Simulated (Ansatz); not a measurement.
The relaxed structure here is a generated cell of Mg: the first start was made by placing the elements on the sites of a structure type, and the end was not matched to a known phase here, so it may be hypothetical. Known forms of Mg include space group No. 194.

A relaxed cell of Mg (Pm-3n (No. 223)), relaxed on a k-mesh at least as fine as the one used below. The numbers are results of PBEsol (plane waves to 420 eV, PAW, scalar-relativistic; Ansatz, an electronic-structure program), not measurements. Γ-centred k-mesh 6×6×6 on the run's cell (coarser than for final values), Fermi–Dirac smearing 0.05 eV.

```xyz
8
Lattice="5.6873 0.0000 0.0000 0.0000 5.6873 0.0000 0.0000 0.0000 5.6873" Properties=species:S:1:pos:R:3 pbc="T T T"
Mg     1.4218     0.0000     2.8437
Mg     4.2655     0.0000     2.8437
Mg     0.0000     2.8437     1.4218
Mg     0.0000     2.8437     4.2655
Mg     2.8437     1.4218     0.0000
Mg     2.8437     4.2655     0.0000
Mg     0.0000     0.0000     0.0000
Mg     2.8437     2.8437     2.8437
```

The atoms are displaced by (Å):

```tsv
atom	ux	uy	uz
Mg1	-0.042	-0.139	0.041
Mg2	0.021	0.126	0.038
Mg3	-0.081	0.004	0.004
Mg4	0.017	-0.130	0.090
Mg5	0.016	0.064	-0.120
Mg6	-0.005	-0.037	0.152
Mg7	-0.105	-0.098	-0.131
Mg8	-0.033	-0.018	0.057
```

What forces (eV/Å) and pressure result?


```
atom     Fx     Fy     Fz
----  -----  -----  -----
Mg1    0.25   0.10  -0.16
Mg2   -0.35  -0.15  -0.27
Mg3    0.08  -0.03   0.35
Mg4    0.01   0.10  -0.47
Mg5   -0.11  -0.57   0.25
Mg6   -0.15   0.41  -0.06
Mg7    0.27   0.08   0.50
Mg8    0.00   0.06  -0.14
```

Pressure +0.4 GPa.

No spin polarisation in the result.

The run that gave the undisplaced cell could not lose the symmetry of its start; a randomly shaken copy of 8 atoms returns to this structure.
